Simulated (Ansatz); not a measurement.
GeSe:
```xyz
8
Lattice="10.9708 0.0000 0.0000 0.0000 3.8792 0.0000 0.0000 0.0000 4.4232" Properties=species:S:1:pos:R:3 pbc="T T T"
Ge     1.3559     0.9698     0.5013
Ge     9.6149     2.9094     3.9219
Ge     4.1295     2.9094     2.7129
Ge     6.8413     0.9698     1.7103
Se     9.3774     0.9698     2.2033
Se     1.5933     2.9094     2.2199
Se     7.0787     2.9094     4.4149
Se     3.8920     0.9698     0.0083
```

PBE+D3(BJ) (plane waves, PAW; program Ansatz) gives a gap of 0.71 eV without spin–orbit coupling, maximum on the Γ–Z line, 69 % of the way from Γ, minimum on the Γ–Z line, 14 % of the way from Γ.

**Question.** What happens when spin–orbit coupling is switched on?

**Answer.** The gap decreases by 0.02 eV, to 0.69 eV; maximum on the Γ–Z line, 69 % of the way from Γ, minimum on the Γ–Z line, 15 % of the way from Γ.

**Question.** Give the electron effective mass with spin–orbit coupling.

**Answer.** 0.082, 1.2, 2.0 mₑ (principal values).

**Question.** Give the hole effective mass with spin–orbit coupling.

**Answer.** 0.22, 0.52, 0.59 mₑ (principal values).

Space group Pnma. The cell was relaxed with PBE+D3(BJ) under the symmetry of its start.

Potentials: the later of the program's two PAW sets.
